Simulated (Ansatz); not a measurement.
The start is a generated trial cell of YN in the cinnabar structure type. Cell shape, volume and atoms are optimised at zero target pressure with r2SCAN (plane waves to 500 eV, PAW, scalar-relativistic; Ansatz, an electronic-structure program). The first steps use a 11×11×4 k-mesh.

Input geometry:
```
YN
1.0
    3.62432     0.00000     0.00000
   -1.81216     3.13876     0.00000
    0.00000     0.00000     8.30316
Y N
3 3
Cartesian
  2.60879   0.00000   5.53544
 -1.30439   2.25928   2.76772
  0.50777   0.87948   0.00000
  1.77193   0.00000   1.38386
 -0.88597   1.53454   6.91930
  0.92620   1.60422   4.15158
```

Question: How much energy is released per atom?

Answer: 0.80 eV/atom.

Question: How does the volume per atom move from start to end?

Answer: -6.8 %, from 15.74 to 14.67 Å³/atom.

Question: How do the shortest distances between atoms change?

Answer: The closest pairs of elements (up to four, under 3.6 Å), start → end: N–Y 2.07 → 2.45 Å; Y–Y 3.28 → 3.46 Å; N–N 3.31 → 3.46 Å.

Question: What band gap does the relaxed structure have at this level?

Answer: 0.58 eV, indirect (valence top at Γ, conduction bottom at X) (no spin-orbit coupling).

Question: What does it relax into? Give the structure.

Answer: 
```cif
data_N4Y4
_chemical_formula_sum 'Y4 N4'
_space_group_name_H-M_alt 'Fm-3m'
_space_group_IT_number 225
_space_group_name_Hall '-F 4 2 3'
_cell_length_a 4.89565
_cell_length_b 4.89565
_cell_length_c 4.89565
_cell_angle_alpha 90.000
_cell_angle_beta 90.000
_cell_angle_gamma 90.000
loop_
_atom_site_label
_atom_site_type_symbol
_atom_site_symmetry_multiplicity
_atom_site_Wyckoff_symbol
_atom_site_fract_x
_atom_site_fract_y
_atom_site_fract_z
_atom_site_occupancy
Y1 Y 4 b 0.50000 0.50000 0.50000 1
N1 N 4 a 0.00000 0.00000 0.00000 1
```
(The calculation used a cell of 2 atoms; values per cell refer to that cell.)

No spin polarisation in the result.

The run could not lose the symmetry of its start.
